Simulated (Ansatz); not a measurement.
# Lattice vibrations of TaF3 at Γ

These are results of DFT LDA, scalar-relativistic, plane waves, PAW (Ansatz 0.2.0), not measurements. Settings: 420 eV plane-wave cutoff, Γ-centred 10×10×10 mesh, Fermi-Dirac smearing of 0.15 eV. No spin polarisation. Phonons by linear response, acoustic sum rule imposed.

Equilibrium structure at this level:
```yaml
crystal:
  lattice:
    - [4.03585, 0.00000, 0.00000]
    - [0.00000, 4.03585, 0.00000]
    - [0.00000, 0.00000, 4.03585]
  atoms:
    - { symbol: Ta, position: [0.00000, 0.00000, 0.00000] }
    - { symbol: F, position: [0.50000, 0.00000, 0.00000] }
    - { symbol: F, position: [0.00000, 0.50000, 0.00000] }
    - { symbol: F, position: [0.00000, 0.00000, 0.50000] }
```

In a metal, frequencies and elastic constants depend on the k mesh and the smearing, soft modes and shear constants most. Spin–orbit coupling is left out, which matters for heavy elements. A semilocal functional can close a gap that the real compound has.

Optical modes at Γ; i marks an imaginary frequency:
```csv
frequency (cm⁻¹),degeneracy
228,3
258,3
574,3
```

All 9 optical modes at Γ are real: no displacement of atoms at fixed cell lowers the energy to second order. Strains and modes at other wave vectors aren't tested by this run.